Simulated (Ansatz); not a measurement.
NbSiPt:
```yaml
crystal:
  lattice:
    - [6.46535, 0.00000, 0.00000]
    - [0.00000, 3.81809, 0.00000]
    - [0.00000, 0.00000, 7.38353]
  atoms:
    - { symbol: Nb, position: [0.02675, 0.25000, 0.16375] }
    - { symbol: Nb, position: [0.47325, 0.75000, 0.66375] }
    - { symbol: Nb, position: [0.52675, 0.25000, 0.33625] }
    - { symbol: Nb, position: [0.97325, 0.75000, 0.83625] }
    - { symbol: Pt, position: [0.15146, 0.25000, 0.56553] }
    - { symbol: Pt, position: [0.34854, 0.75000, 0.06553] }
    - { symbol: Pt, position: [0.65146, 0.25000, 0.93447] }
    - { symbol: Pt, position: [0.84854, 0.75000, 0.43447] }
    - { symbol: Si, position: [0.77011, 0.25000, 0.62639] }
    - { symbol: Si, position: [0.72989, 0.75000, 0.12639] }
    - { symbol: Si, position: [0.27011, 0.25000, 0.87361] }
    - { symbol: Si, position: [0.22989, 0.75000, 0.37361] }
```

Relaxed with r²SCAN. Special points in fractions of this cell's reciprocal vectors: Γ (0.000, 0.000, 0.000); X (0.500, 0.000, 0.000); S (0.500, 0.500, 0.000); Y (0.000, 0.500, 0.000); Z (0.000, 0.000, 0.500); U (0.500, 0.000, 0.500); R (0.500, 0.500, 0.500); T (0.000, 0.500, 0.500).

Problem. List the band energies nearest the Fermi level at these points for plane-wave PAW r²SCAN (Ansatz code).

Solution. In eV from the Fermi level; about four levels below and three above (degenerate sets whole), none deeper than 8.9 eV; points with the same levels are listed once.

```tsv
k	below	above
Γ	-0.78 -0.70 -0.34 -0.23	0.44 0.57 0.65
X	-0.96 -0.96 -0.52 -0.52	0.26 0.26 1.13 1.13
S	-1.82 -1.82 -1.82 -1.82	0.19 0.19 0.19 0.19
Y	-2.54 -2.54 -1.31 -1.31	0.29 0.29 0.36 0.36
Z	-0.39 -0.39 -0.04 -0.04	1.00 1.00 1.12 1.12
U	-1.09 -1.09 -0.91 -0.91	0.56 0.56 0.87 0.87
R	-0.18 -0.18 -0.18 -0.18	1.33 1.33 1.33 1.33
T	-0.15 -0.15 -0.10 -0.10	1.32 1.32 1.65 1.65
```

Space group Pnma. The workflow started from an entry of the Crystallography Open Database (COD). Whether it is the stable phase at ambient conditions was not checked. The cell was relaxed with r²SCAN under the symmetry of its start; whether a distortion lowers the energy is not shown. No spin polarisation was allowed. Scalar-relativistic: spin–orbit coupling is off unless named, which matters more the heavier the elements.

Potentials: the later of the program's two PAW sets.
